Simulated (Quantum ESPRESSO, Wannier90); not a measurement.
**Wannier functions of SiNi (Pmmn)**

```xyz
4
Lattice="2.9428 0.0000 0.0000 0.0000 3.2803 0.0000 0.0000 0.0000 4.6775" Properties=species:S:1:pos:R:3 pbc="T T T"
Si     0.0000     0.0000     0.7337
Si     1.4714     1.6402    -0.7337
Ni     0.0000     0.0000    -1.6020
Ni     1.4714     1.6402     1.6020
```

Structure: Materials Project mp-999192, symmetrised, not relaxed again. Not found in the COD (Crystallography Open Database) copy used, which has the formula in other groups; not checked further. Computed values, not measurements, from PBEsol: Quantum ESPRESSO (norm-conserving PseudoDojo potentials, cutoff 79 Ry, no spin polarisation, no spin-orbit coupling) on a Γ-centred 6×6×4 mesh, then Wannier90. Density: 10×10×8 mesh, cold smearing 0.01 Ry. A non-magnetic state is assumed; magnetic ones were not tried.

Functional, cutoff and mesh named above are those of the base row (1); the first column says what each row takes instead. Model: 26 functions from bands 9-48, start hydrogen-like Si: s;p; Ni: s;p;d, disentangled but not localised (num_iter = 0), frozen window tied to the conduction edge or Fermi level of each row, as listed, which moves Ω_I and hoppings a little by itself. Energies are relative to the Fermi level; the misfit is to pw.x on a path, for states up to 1.0 eV relative to the Fermi level. The lattice is scaled uniformly, fractional positions fixed. The disentangled Ω_I can sit in another minimum from row to row.

```csv
scale,frozen to (eV),Ω_I (Å²),rms misfit (meV),bottom of band 9 (eV)
0.96,1.50,18.47,25,-15.32
0.98,1.50,18.96,19,-14.69
1,1.50,19.45,18,-14.10
1.02,1.50,19.89,18,-13.55
1.04,1.50,20.34,18,-13.03
```
